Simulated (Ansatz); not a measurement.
Calculation log, Pd (Fm-3m) (phonons)

Method: PBEsol, PAW on Ansatz 0.2.0's default frozen-core files (fitted under PBE), scalar-relativistic.

The cell comes from a PAW relaxation under the same functional.

Command line:

```sh
ansatz run input.yaml --threads 2 --pin off --max-ram 5120MiB --backend cpu --events-out ev --progress --plain --runs-dir out
```

Input file:

```yaml
crystal:
  lattice:
    - [0.0, 1.93760354403, 1.93760354403]
    - [1.93760354403, 0.0, 1.93760354403]
    - [1.93760354403, 1.93760354403, 0.0]
  atoms:
    - { symbol: Pd, position: [0.0, 0.0, 0.0] }
kpoints:
  mp_grid: { grid: [20, 20, 20] }
scf:
  occupations: { method: fermi_dirac, width: 0.05 }
hamiltonian:
  xc: pbesol
  pseudopotentials: { kind: paw }
phonons:
  qmesh: [4, 4, 4]
  qpath:
    path:
      - [0.0, 0.0, 0.0]
      - [0.5, 0.0, 0.5]
      - [0.625, 0.25, 0.625]
      - [0.375, 0.375, 0.75]
      - [0.0, 0.0, 0.0]
      - [0.5, 0.5, 0.5]
      - [0.5, 0.25, 0.75]
      - [0.5, 0.0, 0.5]
    npoints: 6
  temperatures: { t_min: 0, t_max: 1000, t_step: 100 }
```

Output (shortened where marked):

```
Warning: RAYON_NUM_THREADS=2 ignored (pool sized by the plan → 2); use --threads N
Engine: ansatz 0.2.0, aarch64-unknown-linux-gnu
Pseudopotentials: kind: paw
Pseudopotential: Pd, paw, valence charge 18, recommended cutoff 420 eV (normal), Pd.paw.azcp
Functional definition: PBEsol
  exchange = pbesol_x
  correlation = pbesol_c
Crystal: 4 atoms, lattice volume = 58.195 Å³
Basis set: ecut = 420 eV, 1121 PW (Γ), FFT grids on a1, a2, −a1+2a2+a3, exchange–correlation on 40×64×64 points (8 copies of the dense FFT grid, shifted against one another)
Bands: 44, of which v1, the nominal top of the filled ones, is band 36 counted from 1 (35 counted from 0)
Symmetry: 16 space group operations
k-points: 531 of 2000
Non-local potential: Pd, projectors of the file, l = 0: 2, l = 1: 2, l = 2: 2, l = 3: 1
PAW form: soft (Blöchl's): semilocal exchange-correlation on the pseudo side does not see the compensation charge
PAW frozen core: Pd, regenerated for the run's functional, and the local potential with it (the file was generated under x = pbe(κ = 0.804, μ = 0.2195149727645171), c = pbe(β = 0.06672455060314922))
PAW one-centre angular grid: Pd, 590 points (default); XC on 64 Gauss nodes
[... 166 lines left out ...]
  symmetry images taken by strict's conditions (phonons.symmetry_images: auto; settled by no image being taken that strict refuses)
  supercell 5 (4 cells, vectors [0, 1, -2], [-1, 1, 1], [0, 0, 4] in multiples of the cell's): 2 displaced members by 0.0025 Å; free energy -27626.620993 eV; taken off its force constants: by the sum rule 4.3e-4, by the ...
  symmetry images taken by strict's conditions (phonons.symmetry_images: auto; settled by no image being taken that strict refuses)
  q = [0.0000, 0.0000, 0.0000] (star 1, supercell 1; hermiticity 0.00e0, symmetrization 2.89e-17): 0.00 0.00 0.00
  q = [0.0000, 0.0000, 0.2500] (star 8, supercell 3; hermiticity 0.00e0, symmetrization 5.20e-16): 71.11 71.11 165.73
  q = [0.0000, 0.0000, -0.5000] (star 4, supercell 1; hermiticity 2.69e-16, symmetrization 1.62e-5): 115.31 115.31 235.29
  q = [0.0000, 0.2500, 0.2500] (star 6, supercell 4; hermiticity 1.82e-51, symmetrization 1.72e-16): 107.47 107.47 163.23
  q = [0.0000, 0.2500, -0.5000] (star 24, supercell 1; hermiticity 3.46e-16, symmetrization 3.46e-16): 136.05 151.39 215.29
  q = [0.0000, 0.2500, -0.2500] (star 12, supercell 2; hermiticity 9.30e-17, symmetrization 3.72e-16): 99.43 151.03 200.74
  q = [0.0000, -0.5000, -0.5000] (star 3, supercell 2; hermiticity 5.54e-16, symmetrization 6.42e-7): 160.16 160.16 227.98
  q = [0.2500, -0.5000, -0.2500] (star 6, supercell 5; hermiticity 9.10e-17, symmetrization 7.28e-16): 149.49 192.48 192.48
  joined force constants: q→R imaginary residual 0.00e0
  density of states and harmonic sums: on the 28×28×28 q-mesh, interpolated from the force constants of a 4×4×4 supercell (no non-analytic term)
  largest difference from the sums on the solved wave vectors: F 1.25e-2 eV, S 1.65e-5 and C_V 4.04e-6 eV/K
```

Self-consistency was reached.

### Phonons on the q mesh

Harmonic phonons of a crystal by Kohn-Sham DFT at the given cell, standard atomic masses, acoustic sum rule imposed; negative wavenumbers are unstable modes; one row a degenerate set, branches counted upwards.

| Quantity | Value |
| --- | --- |
| Unstable phonons | no |

```tsv
point	q a (r.l.u.)	q b (r.l.u.)	q c (r.l.u.)	branch	phonon wavenumber (cm⁻¹)	degeneracy
0.25/0/0	0.25	0	0	1	71.1	2
0.25/0/0	0.25	0	0	3	165.7	1
L	0.5	0	0	1	115.3	2
L	0.5	0	0	3	235.3	1
0.25/0.25/0	0.25	0.25	0	1	107.5	2
0.25/0.25/0	0.25	0.25	0	3	163.2	1
0.5/0.25/0	0.5	0.25	0	1	136	1
0.5/0.25/0	0.5	0.25	0	2	151.4	1
0.5/0.25/0	0.5	0.25	0	3	215.3	1
-0.25/0.25/0	-0.25	0.25	0	1	99.4	1
-0.25/0.25/0	-0.25	0.25	0	2	151	1
-0.25/0.25/0	-0.25	0.25	0	3	200.7	1
X	0.5	0.5	0	1	160.2	2
X	0.5	0.5	0	3	228	1
W	-0.25	0.5	0.25	1	149.5	1
W	-0.25	0.5	0.25	2	192.5	2
```

**Harmonic thermodynamics**

Sums over wave vectors interpolated from the q mesh.

```
Zero point energy : 28.1 meV/atom
```

```tsv
temperature (K)	phonon heat capacity (k_B/atom)	phonon entropy (k_B/atom)	phonon free energy (meV/atom)
100	2.039	1.401	23.86
200	2.702	3.08	4.04
300	2.861	4.212	-27.66
400	2.921	5.044	-67.69
500	2.949	5.699	-114.1
600	2.964	6.238	-165.6
700	2.974	6.696	-221.4
800	2.98	7.093	-280.8
900	2.984	7.445	-343.5
1000	2.987	7.759	-409
```

Caveats: frozen-core PAW files fitted under PBE, their cores solved anew for the functional of the run; responses of metals move with mesh and smearing.

Cost: 7.7 min on 2 threads of Arm Neoverse V1, with other jobs on the host, peak memory 2.2 GiB.
